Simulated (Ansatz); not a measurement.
Ti₂Pd:
```
Ti2Pd
1.0
   -1.54345     1.54345     4.89528
    1.54345    -1.54345     4.89528
    1.54345     1.54345    -4.89528
Pd Ti
1 2
Direct
  0.00000   0.00000   0.00000
  0.33577   0.33577   0.00000
  0.66423   0.66423   0.00000
```

Relaxed with PBEsol. Special points in fractions of this cell's reciprocal vectors: Γ (0.000, 0.000, 0.000); X (0.000, 0.000, 0.500); P (0.250, 0.250, 0.250); N (0.000, 0.500, 0.000); M (0.500, 0.500, -0.500); S (0.275, 0.725, -0.275); S0 (-0.275, 0.275, 0.275); R (-0.050, 0.050, 0.500); G (0.500, 0.500, -0.050).

Problem. List the band energies nearest the Fermi level at these points for the program Ansatz at the PBEsol level (PAW).

Solution. In eV from the Fermi level; about four levels below and three above (degenerate sets whole), none deeper than 8.9 eV; points with the same levels are listed once.

```json
[
 {"k": "Γ", "below": "-3.25 -3.25 -2.88 -2.60 -1.63", "above": "0.92 1.19 1.19"},
 {"k": "X", "below": "-1.49 -0.74 -0.70 -0.67", "above": "1.14 2.13 2.92"},
 {"k": "P", "below": "-1.83 -1.31 -1.31 -0.68", "above": "0.28 0.28 2.20"},
 {"k": "N", "below": "-3.00 -0.96 -0.70 -0.41", "above": "0.33 0.72 1.15"},
 {"k": "M", "below": "-3.31 -3.31 -2.85 -0.89", "above": "0.42 0.58 0.58"},
 {"k": "S", "below": "-2.78 -1.04 -0.65 -0.34", "above": "0.22 0.56 1.12"},
 {"k": "R", "below": "-1.30 -1.09 -0.74 -0.53", "above": "1.05 2.05 2.89"}
]
```

Space group I4/mmm (MoSi2 or CaC2 type). The workflow started from an entry of the Crystallography Open Database (COD). Its standing as an ambient phase is unchecked. The PBEsol relaxation kept the symmetry of its start; its stability against distortions is not shown here. The run is not spin-polarised. Scalar-relativistic: spin–orbit coupling is off unless named, which matters more the heavier the elements.

Potentials: the later of the program's two PAW sets.
